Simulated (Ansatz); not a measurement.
Cu Kα1 powder pattern (kinematic, no thermal factors).
```
2θ (°)  relative intensity
 13.33                  64
 15.40                  40
 21.85                 100
 25.68                  40
 26.84                  14
 31.09                  73
 33.96                  19
 34.87                   6
 38.32                  32
 40.74                  15
 44.54                  39
 46.70                  15
 47.40                   3
 50.14                  35
 52.12                   5
 55.31                  10
 57.17                   9
 57.78                   3
 60.18                  30
 61.94                  10
 64.82                   5
 66.51                   3
 69.29                  12
 70.93                   5
 73.63                  11
 75.23                   6
 77.87                  10
 79.45                   3
 82.05                   6
 83.61                   5
 86.19                  15
 87.74                   4
```

The pattern is computed from a structure relaxed with Ansatz 0.2.0, DFT PBE, scalar-relativistic, plane waves, PAW. No spin polarisation. Its elements are C, Ca, N, Rb, Zn.

Question: Give the structure.

Answer: RbCaZnC6N6.
Space group F-43m (No. 216). a = 11.498 Å, b = 11.498 Å, c = 11.498 Å, α = 90.00°, β = 90.00°, γ = 90.00°
```
atom  site  symmetry       x       y       z
  Rb    4d      -43m  0.2500  0.2500  0.7500
  Ca    4b      -43m  0.5000  0.0000  0.0000
  Zn    4a      -43m  0.0000  0.0000  0.0000
   C   24f      2.mm  0.1863  0.0000  0.0000
   N   24f      2.mm  0.2879  0.0000  0.0000
```

A pattern alone doesn't exclude other cells with like lines; this is the one computed.

The structure comes from a generated guess; another structure or a mixture of phases may lie lower.
